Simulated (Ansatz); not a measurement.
Here is an unrelaxed guess for SiSn5.

```xyz
6
Lattice="3.5455 0.0000 0.0000 -1.7727 3.0705 0.0000 0.0000 0.0000 17.9162" Properties=species:S:1:pos:R:3 pbc="T T T"
Si    0.0000    0.0000    0.0000
Sn    1.7727    1.0235   14.9592
Sn    0.0000    0.0000   11.9559
Sn    1.7727    1.0235    8.9581
Sn    0.0000    0.0000    5.9604
Sn    1.7727    1.0235    2.9570
```

These are results of DFT PBE, scalar-relativistic, plane waves, PAW (Ansatz 0.2.0), not measurements. Settings: cutoff 420 eV, Γ-centred mesh 6×6×1 on the computed 6-atom cell, Gaussian smearing of 0.10 eV; no spin polarisation.

Formation energies are uncorrected and refer to the elements' standard structures at the same level. The references include grey tin.

Question: Estimate its pressure, forces and energy as it stands.

Answer: The pressure is -6.4 GPa (the mean over three directions, positive in compression), the largest force is 0.38 eV/Å, and the energy is +0.43 eV/atom against the elements. The shortest distance is 3.55 Å.

Question: How much does it gain on relaxing, and where does it end?

Answer: Relaxing gains about 0.21 eV/atom (the start's value is from the coarse mesh, so the gain is rough) in 17 ionic steps and ends at +0.22 eV/atom on the finer mesh. The symmetry stays P-6m2 (No. 187). The volume per atom shrinks by 20.2 %, from 32.5 to 25.9 Å³. The shortest distance goes from 3.55 Å (Si–Si and Sn–Sn) to 2.99 Å (Si–Sn). Conventional cell: a = 3.367 Å, c = 15.843 Å. Si has 6 Sn at 2.99 Å and 6 Si at 3.37 Å; around Sn on a site of symmetry 3m lie 3 Si at 2.99 Å and 9 Sn at 3.37–3.46 Å; Sn on a second site of symmetry 3m is surrounded by 12 Sn at 3.37–3.46 Å; 1 more site not described.

The last run used a 12×12×4 mesh (in the run's order of axes) for its 6-atom cell and Gaussian smearing of 0.10 eV. The relaxation can't lower the symmetry of the start. A structure relaxed within its symmetry needn't be a true minimum.
